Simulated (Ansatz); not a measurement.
## BeZnF4 (F-43m) at 4 levels of theory

One geometry, relaxed with PBE; plane waves with PAW potentials in Ansatz, scalar-relativistic. No spin polarisation. Gaps are the least over mesh and band path; pressure is positive in compression, and isn't given for hybrids.

```
CELL_PARAMETERS angstrom
0.00000 4.01382 4.01382
4.01382 0.00000 4.01382
4.01382 4.01382 0.00000
ATOMIC_POSITIONS crystal
Be 0.75000 0.75000 0.75000
Zn 0.50000 0.50000 0.50000
F 0.63768 0.63768 0.63768
F 0.63768 0.63768 0.08697
F 0.63768 0.08697 0.63768
F 0.08697 0.63768 0.63768
```

```csv
level,cutoff (eV),k mesh,gap (eV),pressure (GPa)
PBE,420,6×6×6,5.88,0.0
r2SCAN,500,6×6×6,6.70,-1.9
HSE06,420,4×4×4,8.21,-
PBEsol,420,6×6×6,5.94,-1.6
```

The structure comes from a generated guess; another structure or a mixture of phases may lie lower.
